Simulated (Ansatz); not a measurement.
A geometry of C away from equilibrium: the start of the relaxation of a relaxed C cell shaken by Gaussian noise of σ = 0.08 Å a coordinate. Calculation: PBEsol (plane waves to 420 eV, PAW, scalar-relativistic; Ansatz, an electronic-structure program). Γ-centred k-mesh 6×6×6 on the run's cell (coarser than for final values), Fermi–Dirac smearing 0.05 eV.

```xyz
8
Lattice="3.8182 0.0000 0.0000 0.0000 3.8182 0.0000 0.0000 0.0000 3.8182" Properties=species:S:1:pos:R:3:forces:R:3 pbc="T T T" free_energy=-1938.987 pressure_GPa=-2.2
C      1.0351     0.0054     2.0961    1.4390   -0.3044    1.4710
C      2.8623     0.0666     1.7969   -0.2270    0.7254   -1.1828
C      0.0078     1.8537     0.8661    0.1099   -0.0409   -2.4044
C     -0.0327     1.7917     2.9950   -0.5691   -0.7750    2.9712
C      1.7743     1.0171    -0.0659   -1.4940    0.8772   -0.7233
C      1.9670     2.9464    -0.1350   -0.3317    1.9369   -0.9360
C      0.0614    -0.0922     0.0741   -0.2350   -1.0665    1.0454
C      1.9954     1.8434     1.8854    1.3079   -1.3528   -0.2410
```

Positions in Å, forces in eV/Å, free energy of the cell in eV (comparable only within this code, potentials and settings). Largest force: 3.12 eV/Å, on C4 (atoms numbered as listed); the geometry lies 4.29 eV/atom above the end of its relaxation.

No spin polarisation in the result.

Of the parent cell (Pm-3n (No. 223)): it is a generated cell of C: the first start was made by placing the elements on the sites of a structure type, and the end was not matched to a known phase here, so it may be hypothetical. Known forms of C include space group No. 194, 227.
